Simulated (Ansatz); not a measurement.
**Vibrational response of Na4Hg**

The calculation used DFT PBE, scalar-relativistic, plane waves, PAW (Ansatz). Settings: 420 eV plane-wave cutoff, Γ-centred 8×8×8 mesh, Fermi-Dirac smearing of 0.15 eV. No spin polarisation. Phonons by linear response, acoustic sum rule imposed.

Equilibrium structure at this level:
```
CELL_PARAMETERS angstrom
-3.61650 3.61650 3.61650
3.61650 -3.61650 3.61650
3.61650 3.61650 -3.61650
ATOMIC_POSITIONS crystal
Na 0.00000 0.00000 0.50000
Na 0.50000 0.00000 0.00000
Na 0.00000 0.50000 0.00000
Na 0.50000 0.50000 0.50000
Hg 0.00000 0.00000 0.00000
```

It was reached by relaxing an invented guess, and it needn't be the stable form of this composition. In a metal, frequencies depend on the k mesh and the smearing, soft modes most. Spin–orbit coupling is left out, which matters for heavy elements.

(1) Is this structure stable against zone-centre distortions?

(2) List the optical modes at Γ (i marks imaginary ones).

Results:

(1) No: 2 of the 12 optical modes are imaginary.

(2)
```
frequency (THz)  degeneracy
          2.03i           2
           1.70           3
           3.26           3
           3.64           1
           5.01           3
```
